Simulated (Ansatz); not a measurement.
Input for Ansatz (plane-wave DFT, PAW):

```yaml
crystal:
  lattice:
    - [4.7682354098, 0.0, 0.0]
    - [0.0, 4.7682354098, 0.0]
    - [0.0, 0.0, 14.3047062295]
  atoms:
    - { symbol: Ba, position: [0.0, 0.0, 0.0] }
    - { symbol: Ba, position: [0.5, 0.5, 0.1666666667] }
    - { symbol: Ba, position: [0.0, 0.0, 0.3333333333] }
    - { symbol: Sr, position: [0.5, 0.5, 0.5] }
    - { symbol: Sr, position: [0.0, 0.0, 0.6666666667] }
    - { symbol: Sr, position: [0.5, 0.5, 0.8333333333] }
basis:
  ecutwfc: 420
kpoints:
  mp_grid: { grid: [8, 8, 4] }
hamiltonian:
  xc: pbesol
scf:
  occupations: { method: gaussian, width: 0.1 }
output:
  forces: true
  stress: true
  eigenvalues: true
  populations: true
relax:
  adjacent_minimum: "off"
  f_tol: 0.01
  max_steps: 45
  cell: { stress_tol: 0.05 }
```

Run as
```bash
ansatz run input.yaml --threads 2 --pin off --max-ram 5120MiB --backend cpu --events-out ev --progress --plain --runs-dir out
```

Level of theory: DFT PBEsol, scalar-relativistic, plane waves, PAW (Ansatz).

Abridged output (iterations and final results):

```
SCF iter   1: F=—  HF=-28064.476097 eV  |F-HF|=—  |Δ(HF+E_count)|=         —  Δρ=2.39e-3  dr2=4.15e-1  ethr=1.77e-3  ⟨swp⟩=13.0  Hψ=9434  notcnv=0
SCF iter   2: F=—  HF=-28064.463003 eV  |F-HF|=—  |Δ(HF+E_count)|=   1.31e-2  Δρ=1.36e-3  dr2=1.37e-1  ethr=6.92e-4  ⟨swp⟩=1.5  Hψ=2017  notcnv=0  defer=1
SCF iter   3: F=—  HF=-28064.457544 eV  |F-HF|=—  |Δ(HF+E_count)|=   5.46e-3  Δρ=2.50e-4  dr2=7.38e-4  ethr=2.29e-4  ⟨swp⟩=1.7  Hψ=1679  notcnv=0  defer=1
SCF iter   4: F=—  HF=-28064.457812 eV  |F-HF|=—  |Δ(HF+E_count)|=   2.68e-4  Δρ=8.95e-5  dr2=4.62e-5  ethr=1.23e-6  ⟨swp⟩=3.7  Hψ=2715  notcnv=0  defer=1
SCF iter   5: F=—  HF=-28064.458011 eV  |F-HF|=—  |Δ(HF+E_count)|=   1.99e-4  Δρ=2.27e-5  dr2=1.41e-5  ethr=7.70e-8  ⟨swp⟩=2.3  Hψ=2799  notcnv=0  defer=1
SCF iter   6: F=—  HF=-28064.458010 eV  |F-HF|=—  |Δ(HF+E_count)|=   3.79e-7  Δρ=4.59e-6  dr2=1.42e-7  ethr=2.35e-8  ⟨swp⟩=1.5  Hψ=1681  notcnv=0  defer=1
SCF iter   7: F=-28064.458010 eV  HF=-28064.458010 eV  |F-HF|=7.49e-10  |Δ(HF+E_count)|=   9.65e-9  Δρ=1.01e-6  dr2=5.43e-9  ethr=1.67e-10  ⟨swp⟩=11.0  Hψ=9609  notcnv=0
SCF 1 converged in 7 iterations: F = -28064.458010 eV  dr2 = 5.43e-9
relax step   1: F+E_penalty+E_count = -28064.45801028 eV  Δ(F+E_penalty+E_count) = +0.000e0 eV  max|allowed force component| = 8.725e-2 eV/Å  Δτ_max = 0.0000 Å  P = +0.083 GPa  Ω = 325.233 Å³  (7 SCF iters, dr2 threshold 1.00e-7 eV, accepted)
Crystal: 6 atoms, lattice volume = 326.116 Å³
Initial density: handed on by an earlier stage of this run
Initial wavefunctions: those handed on with the density
SCF iter   1: F=—  HF=-28064.472588 eV  |F-HF|=—  |Δ(HF+E_count)|=         —  Δρ=1.04e-3  dr2=1.38e-1  ethr=2.22e-4  ⟨swp⟩=1.0  Hψ=7802  notcnv=0
SCF iter   2: F=—  HF=-28064.468654 eV  |F-HF|=—  |Δ(HF+E_count)|=   3.93e-3  Δρ=5.24e-4  dr2=3.43e-2  ethr=2.22e-4  ⟨swp⟩=1.0  Hψ=1620  notcnv=0
SCF iter   3: F=—  HF=-28064.467325 eV  |F-HF|=—  |Δ(HF+E_count)|=   1.33e-3  Δρ=7.99e-5  dr2=3.98e-5  ethr=5.71e-5  ⟨swp⟩=1.5  Hψ=1648  notcnv=0
SCF iter   4: F=—  HF=-28064.467597 eV  |F-HF|=—  |Δ(HF+E_count)|=   2.72e-4  Δρ=2.69e-5  dr2=1.09e-5  ethr=6.63e-8  ⟨swp⟩=3.9  Hψ=3451  notcnv=0
SCF iter   5: F=-28064.467596 eV  HF=-28064.467596 eV  |F-HF|=1.36e-7  |Δ(HF+E_count)|=   6.67e-7  Δρ=7.36e-6  dr2=4.22e-7  ethr=7.93e-10  ⟨swp⟩=9.8  Hψ=10170  notcnv=0
SCF 2 converged in 5 iterations: F = -28064.467596 eV  dr2 = 4.22e-7
relax step   2: F+E_penalty+E_count = -28064.46759615 eV  Δ(F+E_penalty+E_count) = -9.586e-3 eV  max|allowed force component| = 5.690e-2 eV/Å  Δτ_max = 0.0375 Å  P = +0.053 GPa  Ω = 326.116 Å³  energy of the carried Pulay correction = -9.040e-6 eV  (5 SCF iters, dr2 threshold 4.76e-7 eV, accepted)
Crystal: 6 atoms, lattice volume = 327.892 Å³
Basis set: ecut = 420 eV, 6363 PW (Γ), exchange–correlation on 64×64×192 points (8 copies of the dense FFT grid, shifted against one another)
SCF iter   1: F=—  HF=-28064.496642 eV  |F-HF|=—  |Δ(HF+E_count)|=         —  Δρ=2.15e-3  dr2=5.83e-1  ethr=9.51e-4  ⟨swp⟩=1.0  Hψ=8213  notcnv=0
SCF iter   2: F=—  HF=-28064.479652 eV  |F-HF|=—  |Δ(HF+E_count)|=   1.70e-2  Δρ=1.01e-3  dr2=1.27e-1  ethr=9.51e-4  ⟨swp⟩=1.0  Hψ=1620  notcnv=0
SCF iter   3: F=—  HF=-28064.474844 eV  |F-HF|=—  |Δ(HF+E_count)|=   4.81e-3  Δρ=1.76e-4  dr2=2.98e-4  ethr=2.12e-4  ⟨swp⟩=1.6  Hψ=1659  notcnv=0
SCF iter   4: F=—  HF=-28064.475069 eV  |F-HF|=—  |Δ(HF+E_count)|=   2.26e-4  Δρ=6.98e-5  dr2=1.16e-4  ethr=4.97e-7  ⟨swp⟩=3.0  Hψ=3227  notcnv=0
SCF iter   5: F=—  HF=-28064.475285 eV  |F-HF|=—  |Δ(HF+E_count)|=   2.15e-4  Δρ=1.79e-5  dr2=2.35e-6  ethr=1.93e-7  ⟨swp⟩=1.6  Hψ=1790  notcnv=0
SCF iter   6: F=—  HF=-28064.475284 eV  |F-HF|=—  |Δ(HF+E_count)|=   4.99e-7  Δρ=7.19e-6  dr2=4.12e-7  ethr=3.37e-10  ⟨swp⟩=12.4  Hψ=11249  notcnv=0
SCF iter   7: F=-28064.475284 eV  HF=-28064.475284 eV  |F-HF|=8.16e-8  |Δ(HF+E_count)|=   6.09e-8  Δρ=2.45e-6  dr2=9.40e-8  ethr=3.37e-10  ⟨swp⟩=5.0  Hψ=6085  notcnv=0
SCF 3 converged in 7 iterations: F = -28064.475284 eV  dr2 = 9.40e-8
relax step   3: F+E_penalty+E_count = -28064.47528403 eV  Δ(F+E_penalty+E_count) = -7.688e-3 eV  max|allowed force component| = 7.283e-3 eV/Å  Δτ_max = 0.0739 Å  P = +0.008 GPa  Ω = 327.892 Å³  energy of the carried Pulay correction = -2.715e-5 eV  (7 SCF iters, dr2 threshold 2.02e-7 eV, accepted)
Basis set: ecut = 420 eV, 6363 PW (Γ), exchange–correlation on 72×72×192 points (8 copies of the dense FFT grid, shifted against one another)
Initial wavefunctions: pseudopotential atomic-orbital guess (no wavefunctions were taken with the density)
SCF iter   1: F=—  HF=-28064.475147 eV  |F-HF|=—  |Δ(HF+E_count)|=         —  Δρ=4.49e-6  dr2=6.85e-8  ethr=7.22e-7  ⟨swp⟩=4.8  Hψ=14640  notcnv=0
SCF iter   2: F=—  HF=-28064.475312 eV  |F-HF|=—  |Δ(HF+E_count)|=   1.65e-4  Δρ=2.41e-6  dr2=3.84e-8  ethr=1.14e-10  ⟨swp⟩=4.0  Hψ=5220  notcnv=0
SCF iter   3: F=—  HF=-28064.475312 eV  |F-HF|=—  |Δ(HF+E_count)|=   1.29e-8  Δρ=5.09e-7  dr2=2.82e-9  ethr=6.39e-11  ⟨swp⟩=1.8  Hψ=1689  notcnv=0
SCF iter   4: F=—  HF=-28064.475312 eV  |F-HF|=—  |Δ(HF+E_count)|=  3.13e-10  Δρ=2.90e-7  dr2=1.15e-9  ethr=4.70e-12  ⟨swp⟩=1.8  Hψ=1938  notcnv=0
SCF iter   5: F=-28064.475312 eV  HF=-28064.475312 eV  |F-HF|=7.28e-12  |Δ(HF+E_count)|=  1.35e-10  Δρ=4.74e-8  dr2=2.19e-11  ethr=1.00e-12  ⟨swp⟩=6.8  Hψ=9348  notcnv=0
SCF 4 converged in 5 iterations: F = -28064.475312 eV  dr2 = 2.19e-11
SCF converged after 5 iterations
Free energy (F): -28064.475312 eV
Harris-Foulkes:  -28064.475312 eV  (|F-HF|=7.28e-12)
Internal energy: -28064.443439 eV  (E = F + TS)
E sigma→0 (E₀):  -28064.459375 eV
Entropy (-TS):   -0.031873 eV (-5.312 meV/atom)
Fermi energy:    5.931143 eV
--- Per-component energies (eV) ---
  E_band       = -625.509097
  E_kinetic    = 1226.303995
  E_local      = -3349.472682  (includes V_loc(G=0)·N_el)
  E_nonlocal   = 788.619548
  E_hartree    = 911.298121
  E_xc         = -1004.962981
  E_vxc        = -877.422963  (∫ρ·V_xc dr)
  E_paw        = -23355.303617  (= ΣΔE_a)
  E_vpaw       = -236.133205  (= ΣTr[D̂ρ^β])
  E_aug_tail   = -0.000010  (compensation charges beyond the density's cutoff)
  E_ewald      = -3281.783155
  E_core_change = 0.857342  (= ΣΔE_core)
  E_smearing   = -0.031873  (= −TS)
--- Forces (eV/Å), atoms counted from 1 ---
  atom   1  Ba     0.00000000     0.00000000    -0.00309097
  atom   2  Ba     0.00000000     0.00000000     0.00000000
  atom   3  Ba     0.00000000     0.00000000     0.00309097
  atom   4  Sr     0.00000000     0.00000000    -0.00731294
  atom   5  Sr     0.00000000     0.00000000     0.00000000
  atom   6  Sr     0.00000000     0.00000000     0.00731294
--- Stress (GPa, compression-positive) ---
        0.022401       0.000000       0.000000
        0.000000       0.022401       0.000000
        0.000000       0.000000      -0.020283
  P = ⅓ Tr σ = 0.0082 GPa (0.082 kbar)
--- Band table (eV; the first three rows and the last of 45) ---
  k-point 0: bands = ["-30.4510", "-30.4379", "-30.4263", "-22.7427", "-22.7002", "-22.6600", "-12.5006", "-12.4964", "-12.4964", "-12.4690", "-12.4313", "-12.4313", "-12.3914", "-12.3685", "-12.3685", "-8.0599", "-7.9755", "-7.9755", "-7.9363", "-7.8238", "-7.8238", "-7.7323", "-7.6746", "-7.6746", "2.5530", "3.6685", "3.7880", "5.2902", "5.4333", "5.5058", "5.7614", "6.1017", "6.1732", "7.7208", "7.7208", "7.8714"]
  k-point 1: bands = ["-30.4510", "-30.4379", "-30.4263", "-22.7427", "-22.7002", "-22.6600", "-12.5006", "-12.4964", "-12.4964", "-12.4690", "-12.4313", "-12.4313", "-12.3914", "-12.3685", "-12.3685", "-8.0600", "-7.9755", "-7.9755", "-7.9360", "-7.8238", "-7.8238", "-7.7325", "-7.6746", "-7.6746", "2.5968", "3.3375", "4.2126", "5.1685", "5.3858", "5.4600", "5.8289", "5.8805", "6.4799", "7.3754", "7.7406", "7.7406"]
  k-point 2: bands = ["-30.4510", "-30.4379", "-30.4263", "-22.7427", "-22.7002", "-22.6601", "-12.5006", "-12.4964", "-12.4964", "-12.4690", "-12.4313", "-12.4313", "-12.3914", "-12.3685", "-12.3685", "-8.0601", "-7.9755", "-7.9755", "-7.9356", "-7.8238", "-7.8238", "-7.7327", "-7.6746", "-7.6746", "2.6560", "3.1617", "4.7005", "4.7444", "5.3789", "5.4978", "5.7666", "5.8523", "6.8470", "6.9447", "7.7697", "7.7697"]
  k-point 44: bands = ["-30.4371", "-30.4365", "-30.4361", "-22.6908", "-22.6900", "-22.6890", "-12.5506", "-12.5506", "-12.4625", "-12.4614", "-12.4614", "-12.4476", "-12.4332", "-12.3735", "-12.3735", "-8.1626", "-8.1626", "-7.9439", "-7.9439", "-7.9089", "-7.8869", "-7.8594", "-7.7237", "-7.7237", "5.0763", "5.0844", "5.2929", "5.3130", "6.1086", "6.1086", "6.1940", "6.1940", "6.2633", "6.4965", "6.4965", "6.6053"]
--- Relaxed structure (3 steps of the walk, 3 accepted, 1 SCFs on fresh bases) ---
  F+E_penalty+E_count = -28064.47531169 eV   max|allowed force component| = 7.313e-3 eV/Å   (the final SCF, on the basis selected at the relaxed cell)
  cell:  # Å, volume = 327.8915 Å³
    - [4.79347070, 0.0, 0.0]
    - [0.0, 4.79347070, 0.0]
    - [0.0, 0.0, 14.27019973]
  atoms:
    - { symbol: Ba, position: [0.0, 0.0, -0.00687879] }
    - { symbol: Ba, position: [0.49999999, 0.49999999, 0.16666666] }
    - { symbol: Ba, position: [0.0, 0.0, 0.34021212] }
    - { symbol: Sr, position: [0.49999999, 0.49999999, 0.50778736] }
    - { symbol: Sr, position: [0.0, 0.0, 0.66666666] }
    - { symbol: Sr, position: [0.49999999, 0.49999999, 0.82554597] }
--- Löwdin populations: 6 sites ---
  site symbol q [e]
     0     Ba      9.4082
     1     Ba      9.4023
     2     Ba      9.4082
     3     Sr      9.5261
     4     Sr      9.5233
     5     Sr      9.5261
  spilling = 0.053431 (of n_electrons = 60.000000)
```

The relaxation met its thresholds.

Time: 68 s on 2 threads of Intel(R) Xeon(R) Platinum 8488C (Sapphire Rapids), on a shared host, peak memory 0.87 GiB.